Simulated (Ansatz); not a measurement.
Relaxed TiO$_{2}$ (anatase):

```
CELL_PARAMETERS angstrom
     -1.88489     1.88489     4.77588
      1.88489    -1.88489     4.77588
      1.88489     1.88489    -4.77588
ATOMIC_POSITIONS crystal
  Ti 0.50000 0.50000 0.00000
  Ti 0.25000 0.75000 0.50000
  O  0.29247 0.29247 0.00000
  O  0.04247 0.54247 0.50000
  O  0.45753 0.95753 0.50000
  O  0.70753 0.70753 0.00000
```

In each cell atom 6 (O, nearest neighbour Ti at 1.928 Å; its periodic images, 3.8 Å or more away, move with it) moves by s·(0.577, 0.577, 0.577) (along Cartesian [111]), the rest being held.

Level of theory: PBEsol (plane waves to 420 eV, PAW, scalar-relativistic; Ansatz, an electronic-structure program). k mesh 10×10×10 (Γ-centred), Fermi-Dirac smearing 0.05 eV. E stands for the smeared free energy. TiO2 is run without spin polarisation. TiO2 was relaxed with its symmetry unable to fall. ΔE is measured from the undisplaced structure.

```csv
s (Å),ΔE (meV/cell)
-0.190,194.7
-0.152,123.2
-0.114,68.5
-0.076,30.1
-0.038,7.4
0.000,0.0
0.038,7.3
0.076,28.9
0.114,64.4
0.152,113.8
0.190,withheld
```

Task: Fit a polynomial form (powers 2, 3, 4) to the given rows and predict ΔE at s = 0.190.

Result: Least squares on the 10 given rows: ΔE = (5103)·s² + (-1338)·s³ + (1019)·s⁴, in meV/cell with s in Å; root-mean-square residual 0.05 meV/cell. At 0.190 the fit gives 176.4 meV/cell; the calculation gives 176.9 meV/cell, so the extrapolation is off by -0.5 (-0.3 %). The quadratic term alone would give 184.2 meV/cell.

(For displaced atoms, the force is minus the slope of the energy, and its curvature is a force constant, which sets phonon frequencies.)
